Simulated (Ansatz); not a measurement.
The start is a generated cell, VSi2 placed in the CrSi2 structure type. The cell and all atomic positions are relaxed at zero pressure with r2SCAN (plane waves to 500 eV, PAW, scalar-relativistic; Ansatz, a first-principles code). The first steps use a coarse 6×6×4 k-mesh.

Initial structure:
```
CELL_PARAMETERS angstrom
      4.46493     0.00000     0.00000
     -2.23246     3.86674     0.00000
      0.00000     0.00000     6.42177
ATOMIC_POSITIONS crystal
  V  0.50000 0.00000 0.00000
  V  0.50000 0.50000 0.33333
  V  0.00000 0.50000 0.66667
  Si 0.16559 0.33118 0.00000
  Si 0.83441 0.16559 0.33333
  Si 0.66882 0.83441 0.66667
  Si 0.83441 0.66882 0.00000
  Si 0.16559 0.83441 0.33333
  Si 0.33118 0.16559 0.66667
```
Spin-polarised start, with parallel moments on V.

Task: How large is the pressure on the unrelaxed cell, and of which sign?

Result: +2 GPa (positive: the cell is compressed).

Task: How does the volume change?

Result: +1.4 %, from 12.32 to 12.49 Å³/atom.

Task: How do the shortest distances between atoms change?

Result: The closest pairs of elements (up to four, under 3.6 Å), start → end: Si–Si 2.49 → 2.46 Å; Si–V 2.50 → 2.49 Å; V–V 3.09 → 3.09 Å.

Task: What band gap does the relaxed structure have at this level?

Result: No gap (metallic).

Task: What magnetic moments remain?

Result: Net 0.03 μB/atom, ferromagnetic.

Task: Give the final cell and atomic positions.

Result: 
```cif
data_Si6V3
_chemical_formula_sum 'V3 Si6'
_space_group_name_H-M_alt 'P6222'
_space_group_IT_number 180
_space_group_name_Hall 'P 62 2 (0 0 4)'
_cell_length_a 4.53056
_cell_length_b 4.53056
_cell_length_c 6.32466
_cell_angle_alpha 90.000
_cell_angle_beta 90.000
_cell_angle_gamma 120.000
loop_
_atom_site_label
_atom_site_type_symbol
_atom_site_symmetry_multiplicity
_atom_site_Wyckoff_symbol
_atom_site_fract_x
_atom_site_fract_y
_atom_site_fract_z
_atom_site_occupancy
V1 V 3 c 0.50000 0.00000 0.00000 1
Si1 Si 6 i 0.16264 0.32529 0.00000 1
```

The space group stays P6₂22 (No. 180) (the run could not lower it); the end is AFLOW prototype AB2_hP9_180_d_j (C40, as in CrSi2), with 9 atoms in the primitive magnetic cell. Final values are on a 12×12×8 k-mesh of the relaxed cell. Spin state reached: ferromagnetic (net 0.03 μB/atom), from parallel starting moments; other spin orders were not run from this start.

The run could not lose the symmetry of its start.

The first start was generated by placing the elements on the sites of a structure type. Materials Project lists a structure of VSi2 in the same space group, P6₂22 (No. 180); the sites were not compared with it, nor with measured phases.
